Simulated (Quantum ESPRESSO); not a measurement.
Pt3Zr3ScTa, input and log of a self-consistent run

Simulated, not a measurement. The program is pw.x of Quantum ESPRESSO 7.5 (plane-wave density functional theory). The cell is made up: eight metal atoms on a face-centred cubic lattice, with elements, volume, strain and displacements drawn at random and not relaxed, so it may be unstable or far from any real phase. PseudoDojo standard norm-conserving files set the functional (PBE unless stated); there is no spin polarisation or spin-orbit coupling, the Fermi-Dirac width of 0.25 eV means electrons at about 2900 K, and the masses in the input are unused placeholders. Heavy elements are run without spin-orbit coupling, which real alloys of them have. A spin test at this wide smearing found no moment, but such smearing suppresses magnetism that the real alloy may have.

Input:

```
&control calculation='scf', pseudo_dir='./dojo.nc.sr.pbe.v0_5.standard.upf', outdir='./o', disk_io='minimal', tprnfor=.true., tstress=.true. /
&system ibrav=0, nat=8, ntyp=4, nbnd=75, ecutwfc=84.00895049, nosym=.true., tot_charge=0,
 occupations='smearing', smearing='fd', degauss=0.0183746611
/
&electrons conv_thr=1.470e-08, electron_maxstep=70, mixing_beta=0.5 /
ATOMIC_SPECIES
Pt 1.0 Pt.upf
Sc 1.0 Sc.upf
Ta 1.0 Ta.upf
Zr 1.0 Zr.upf
CELL_PARAMETERS angstrom
0.0084 -0.0196 -4.0974
-4.2107 0.0671 0.0084
1.9669 8.3492 2.0836
ATOMIC_POSITIONS angstrom
Pt 0.0204 -0.0486 0.0142
Pt -2.1499 2.1312 0.011
Zr -0.0341 4.205 0.0129
Pt -2.1402 6.3355 0.0598
Zr -2.1031 0.0062 -2.0049
Sc -0.0138 2.0646 -2.0456
Ta -2.1806 4.2432 -2.0201
Zr -0.0804 6.289 -2.009
K_POINTS automatic
6 6 3 1 1 1
```

The log is shortened where brackets say so; the opening notice, blank lines, dates and the lines on written files are dropped, and the path of the files is cut. It prints rydbergs, bohrs and kilobars, and counts compression as positive stress. Its total energy is the free energy E - TS of the whole cell.

```
     Program PWSCF v.7.5
     Parallel version (MPI & OpenMP), running on       4 processor cores
     Number of MPI processes:                 4
     Threads/MPI process:                     1
     [start-up lines left out]
     bravais-lattice index     =            0
     lattice parameter (alat)  =       7.7431  a.u.
     unit-cell volume          =     974.5754 (a.u.)^3
     number of atoms/cell      =            8
     number of atomic types    =            4
     number of electrons       =       114.00
     number of Kohn-Sham states=           75
     kinetic-energy cutoff     =      84.0090  Ry
     charge density cutoff     =     336.0358  Ry
     scf convergence threshold =      1.5E-08
     mixing beta               =       0.5000
     number of iterations used =            8  plain     mixing
     Exchange-correlation= PBE
                           (   1   4   3   4   0   0   0)
     [axes and pseudopotential details left out]
   Cartesian axes
     site n.     atom                  positions (alat units)
         1        Pt     tau(   1) = (   0.0049787  -0.0118610   0.0034656  )
         2        Pt     tau(   2) = (  -0.5246915   0.5201277   0.0026846  )
         3        Zr     tau(   3) = (  -0.0083222   1.0262467   0.0031483  )
         4        Pt     tau(   4) = (  -0.5223242   1.5462035   0.0145944  )
         5        Zr     tau(   5) = (  -0.5132698   0.0015131  -0.4893037  )
         6        Sc     tau(   6) = (  -0.0033679   0.5038737  -0.4992367  )
         7        Ta     tau(   7) = (  -0.5321839   1.0355695  -0.4930133  )
         8        Zr     tau(   8) = (  -0.0196219   1.5348550  -0.4903043  )
     number of k points=    54  Fermi-Dirac smearing, width (Ry)=  0.0184
                       cart. coord. in units 2pi/alat
        k(    1) = (  -0.0793243   0.1214628  -0.0840781), wk =   0.0370370
        k(    2) = (  -0.0845215  -0.2048732  -0.0825277), wk =   0.0370370
     [further k points left out]
     Dense  grid:   101407 G-vectors     FFT dimensions: (  45,  48, 100)
     Estimated max dynamical RAM per process >     395.88 MB
     Estimated total dynamical RAM >       1.47 GB
     Initial potential from superposition of free atoms
     starting charge     113.9889, renormalised to     114.0000
     Starting wfcs are   80 randomized atomic wfcs
     total cpu time spent up to now is        4.5 secs
     per-process dynamical memory:   315.0 Mb
     Self-consistent Calculation
     iteration #  1     ecut=    84.01 Ry     beta= 0.50
     Davidson diagonalization with overlap
     ethr =  1.00E-02,  avg # of iterations =  2.5
     total cpu time spent up to now is       14.7 secs
     total energy              =   -1312.53882216 Ry
     estimated scf accuracy    <       3.60329612 Ry
     iteration #  2     ecut=    84.01 Ry     beta= 0.50
     Davidson diagonalization with overlap
     ethr =  3.16E-03,  avg # of iterations =  4.2
     total cpu time spent up to now is       26.6 secs
     total energy              =   -1311.18012012 Ry
     estimated scf accuracy    <      44.85668095 Ry
     iteration #  3     ecut=    84.01 Ry     beta= 0.50
     Davidson diagonalization with overlap
     ethr =  3.16E-03,  avg # of iterations =  6.1
     total cpu time spent up to now is       38.6 secs
     total energy              =   -1314.21491449 Ry
     estimated scf accuracy    <       6.24834113 Ry
     iteration #  4     ecut=    84.01 Ry     beta= 0.50
     Davidson diagonalization with overlap
     ethr =  3.16E-03,  avg # of iterations =  2.0
     total cpu time spent up to now is       47.3 secs
     total energy              =   -1314.66962458 Ry
     estimated scf accuracy    <       0.72002158 Ry
     iteration #  5     ecut=    84.01 Ry     beta= 0.50
     Davidson diagonalization with overlap
     ethr =  6.32E-04,  avg # of iterations =  2.2
     total cpu time spent up to now is       56.1 secs
     total energy              =   -1314.69324446 Ry
     estimated scf accuracy    <       0.26556790 Ry
     [iterations 6 to 13 left out]
     iteration # 14     ecut=    84.01 Ry     beta= 0.50
     Davidson diagonalization with overlap
     ethr =  1.52E-09,  avg # of iterations =  2.0
     total cpu time spent up to now is      147.6 secs
     total energy              =   -1314.67865359 Ry
     estimated scf accuracy    <       0.00000098 Ry
     iteration # 15     ecut=    84.01 Ry     beta= 0.50
     Davidson diagonalization with overlap
     ethr =  8.56E-10,  avg # of iterations =  1.2
     total cpu time spent up to now is      155.7 secs
     total energy              =   -1314.67865364 Ry
     estimated scf accuracy    <       0.00000013 Ry
     iteration # 16     ecut=    84.01 Ry     beta= 0.50
     Davidson diagonalization with overlap
     ethr =  1.11E-10,  avg # of iterations =  3.9
     total cpu time spent up to now is      165.9 secs
     total energy              =   -1314.67865359 Ry
     estimated scf accuracy    <       0.00000145 Ry
     iteration # 17     ecut=    84.01 Ry     beta= 0.50
     Davidson diagonalization with overlap
     ethr =  1.11E-10,  avg # of iterations =  2.6
     total cpu time spent up to now is      175.2 secs
     total energy              =   -1314.67865368 Ry
     estimated scf accuracy    <       0.00000003 Ry
     iteration # 18     ecut=    84.01 Ry     beta= 0.50
     Davidson diagonalization with overlap
     ethr =  2.87E-11,  avg # of iterations =  2.5
     total cpu time spent up to now is      184.1 secs
     End of self-consistent calculation
     [lines on levels left out]
!    total energy              =   -1314.67865368 Ry
     estimated scf accuracy    <          3.7E-09 Ry
     smearing contrib. (-TS)   =      -0.11990812 Ry
     internal energy E=F+TS    =   -1314.55874556 Ry
     The total energy is F=E-TS. E is the sum of the following terms:
     one-electron contribution =    -323.04424892 Ry
     hartree contribution      =     219.96362409 Ry
     xc contribution           =    -248.96766492 Ry
     ewald contribution        =    -962.51045581 Ry
     convergence has been achieved in  18 iterations
     Forces acting on atoms (cartesian axes, Ry/au):
     atom    1 type  1   force =    -0.00382612    0.02001855    0.00117372
     atom    2 type  1   force =     0.00745270   -0.00311192    0.00129849
     atom    3 type  4   force =    -0.01022604   -0.01256648    0.00362219
     atom    4 type  1   force =    -0.01312712   -0.00090387   -0.00212922
     atom    5 type  4   force =     0.00512723    0.01642138   -0.00797329
     atom    6 type  2   force =    -0.00447802   -0.03065567   -0.00024149
     atom    7 type  3   force =     0.01485754   -0.01415099   -0.00128712
     atom    8 type  4   force =     0.00421983    0.02494900    0.00553673
     Total force =     0.057879     Total SCF correction =     0.000165
     Computing stress (Cartesian axis) and pressure
          total   stress  (Ry/bohr**3)                   (kbar)     P=       65.83
   0.00028314   0.00013312   0.00001829           41.65       19.58        2.69
   0.00013312   0.00066423  -0.00003809           19.58       97.71       -5.60
   0.00001829  -0.00003809   0.00039508            2.69       -5.60       58.12
     init_run     :      4.33s CPU      4.46s WALL (       1 calls)
     electrons    :    176.19s CPU    179.59s WALL (       1 calls)
     forces       :      1.85s CPU      1.86s WALL (       1 calls)
     stress       :      6.36s CPU      6.48s WALL (       1 calls)
     [timing details left out]
     PWSCF        :   3m 8.80s CPU   3m12.50s WALL
     JOB DONE.
```

In other units: free energy -17887.114 eV for the cell, pressure 6.58 GPa, largest force component 0.788 eV/Å in size. The run took 194 s of wall time with four MPI processes on a shared machine (AMD EPYC, Zen 5, virtual cores), so the time is rough. A rerun of this cell at a higher cutoff and on a denser mesh moved values by no more than 0.006 eV in energy, 0.11 GPa in stress and 0.010 eV/Å in force, and a second program with other atomic files agreed on that cell to 2 % rms in force and 0.5 GPa in pressure.